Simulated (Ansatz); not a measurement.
An elastic tensor (GPa, Voigt order, standard axes) from DFT-LDA in the program Ansatz with PAW potentials:

```
     1    2    3     4     5     6
-  ---  ---  ---  ----  ----  ----
1  162  131  131   0.0   0.0   0.0
2  131  162  131   0.0   0.0   0.0
3  131  131  162   0.0   0.0   0.0
4  0.0  0.0  0.0  30.4   0.0   0.0
5  0.0  0.0  0.0   0.0  30.4   0.0
6  0.0  0.0  0.0   0.0   0.0  30.4
```

Problem. Pick the material that matches.
A. CoSi2, fluorite or antifluorite type
B. KBr, rock salt
C. Li3Hg, Fm-3m (Li on 8c, Hg on 4a, Li on 4b)
D. Ga2Pt, fluorite or antifluorite type

Solution. D, Ga2Pt, fluorite or antifluorite type

The first step of the workflow began from a Materials Project structure, measured or hypothetical; the Crystallography Open Database files this formula in space group No. 225, but the cells were not matched. Whether it is the stable phase at ambient conditions was not checked. The cell was relaxed with LDA under the symmetry of its start; of distortions, only those at the zone centre were tested. No spin polarisation was allowed. As this level gives no gap, shear constants depend on the k-mesh and smearing (Fermi–Dirac, 0.1 eV here). Spin–orbit coupling is left out wherever it is not named.

Potentials: the later of the program's two PAW sets.
